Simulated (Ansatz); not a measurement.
NaLiCdS₂:
```
CELL_PARAMETERS angstrom
      4.09305     0.00000     0.00000
     -2.04652     3.54468     0.00000
      0.00000     0.00000     6.91625
ATOMIC_POSITIONS crystal
  Na 0.33333 0.66667 0.97329
  Li 0.66667 0.33333 0.66273
  Cd 0.00000 0.00000 0.38039
  S  0.66667 0.33333 0.24310
  S  0.00000 0.00000 0.74049
```

Tensor components refer to the Cartesian frame of this cell.

Question: Give the proper piezoelectric stress tensor with relaxed ions from plane-wave PAW PBEsol (Ansatz code).

Answer: In C/m², rows x, y, z, Voigt columns; mesh uncertainty up to 0.00.
```
 0.00   0.00   0.00   0.00  -0.27   0.13
 0.13  -0.13   0.00  -0.27   0.00   0.00
-0.41  -0.41   0.04   0.00   0.00   0.00
```

The elastic tensor of the same run (GPa):

|  | 1 | 2 | 3 | 4 | 5 | 6 |
|---|---|---|---|---|---|---|
| 1 | 74.5 | 29.5 | 22.3 | 0.7 | 0.0 | 0.0 |
| 2 | 29.5 | 74.5 | 22.3 | -0.7 | 0.0 | 0.0 |
| 3 | 22.3 | 22.3 | 52.2 | 0.0 | 0.0 | 0.0 |
| 4 | 0.7 | -0.7 | 0.0 | 18.7 | 0.0 | 0.0 |
| 5 | 0.0 | 0.0 | 0.0 | 0.0 | 18.7 | 0.7 |
| 6 | 0.0 | 0.0 | 0.0 | 0.0 | 0.7 | 22.5 |

Question: Convert to strain constants d = e·S.

Answer: In pC/N:
```
  0.0    0.0    0.0    0.0  -14.5    6.1
  3.1   -3.1    0.0  -14.5    0.0    0.0
 -5.0   -5.0    5.1    0.0    0.0    0.0
```

Space group P3m1. The first step of the workflow began from a Materials Project structure, measured or hypothetical; the Crystallography Open Database copy checked does not list it. Whether it is the stable phase at ambient conditions was not checked. The cell was relaxed with PBEsol under the symmetry of its start; its stability against distortions is not shown here. Signs of piezoelectric constants follow the polarity of the cell as given.

Potentials: the later of the program's two PAW sets.
